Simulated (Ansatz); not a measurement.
**Stability checks on a candidate for MgCd5O6**

The cell was found from a structure generator's guess, not taken from experiment.

Theory: DFT PBE, scalar-relativistic, plane waves, PAW in Ansatz. Cutoff 420 eV, Γ-centred 12×12×4 mesh (12-atom cell), Gaussian smearing of 0.10 eV, no spin polarisation.

```
Mg Cd O
1.0
     3.32879    0.00000    0.00000
     0.00000    3.32879    0.00000
     0.00000    0.00000   14.10653
Mg Cd O
1 5 6
Cartesian
  1.6644 1.6644 7.0533
  0.0000 0.0000 9.3150
  1.6644 1.6644 11.6758
  0.0000 0.0000 0.0000
  1.6644 1.6644 2.4307
  0.0000 0.0000 4.7915
  0.0000 0.0000 11.6977
  1.6644 1.6644 0.0000
  0.0000 0.0000 2.4088
  1.6644 1.6644 4.9017
  0.0000 0.0000 7.0533
  1.6644 1.6644 9.2048
```

The zero of energy is the elements' standard structures at the same level (O₂ as a molecule); no fitted shifts are applied.

**Question.** These tests were run: energy against the elements; phonons on a 2×2×1 q mesh. What do they show?

**Answer.**

```csv
test,result
energy against the elements,−1.24 eV/atom
phonons on a 2×2×1 q mesh,imaginary modes down to 95i cm⁻¹
```

It fails one test: phonons on a 2×2×1 q mesh. So it isn't even a local minimum.

The run for the phonons used a 12×12×4 k mesh and Fermi–Dirac smearing of 0.15 eV.
